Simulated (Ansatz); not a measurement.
This run works on a generated trial structure, not on a known crystal.

Input and command of a plane-wave DFT calculation in Ansatz:

```yaml
crystal:
  lattice:
    - [-1.7786579973, 3.2962090466, 4.4968452872]
    - [1.7786579973, -3.2962090466, 4.4968452872]
    - [1.7786579973, 3.2962090466, -4.4968452872]
  atoms:
    - { symbol: Mg, position: [0.0, 0.5, 0.5] }
    - { symbol: Si, position: [0.8607887467, 0.1780685122, 0.6827202345] }
    - { symbol: Si, position: [0.5046517222, 0.8219314878, 0.6827202345] }
    - { symbol: Si, position: [0.4953482778, 0.1780685122, 0.3172797655] }
    - { symbol: Si, position: [0.1392112533, 0.8219314878, 0.3172797655] }
    - { symbol: "N", position: [0.2114885308, 0.0, 0.2114885308] }
    - { symbol: "N", position: [0.7885114692, 0.0, 0.7885114692] }
basis:
  ecutwfc: 420
kpoints:
  mp_grid: { grid: [12, 12, 12] }
hamiltonian:
  xc: pbe
scf:
  occupations: { method: gaussian, width: 0.1 }
output:
  forces: true
  stress: true
  eigenvalues: true
relax:
  adjacent_minimum: "off"
  f_tol: 0.01
  max_steps: 80
  cell: { stress_tol: 0.05 }
```

```bash
ansatz run input.yaml --threads 1 --pin off --max-ram 2560MiB --backend cpu --events-out ev --progress --plain --runs-dir out
```

Processor: Arm Neoverse V1, 1 thread, on a host shared with other jobs.

Q: How long does it run, and how much memory does it take?

A: About 2.8 min, peak memory 0.82 GiB. It solves 25 bands at 280 k points (after reduction by symmetry) with about 2065 plane waves (on the last cell), in 23 SCF iterations over 4 ionic steps.
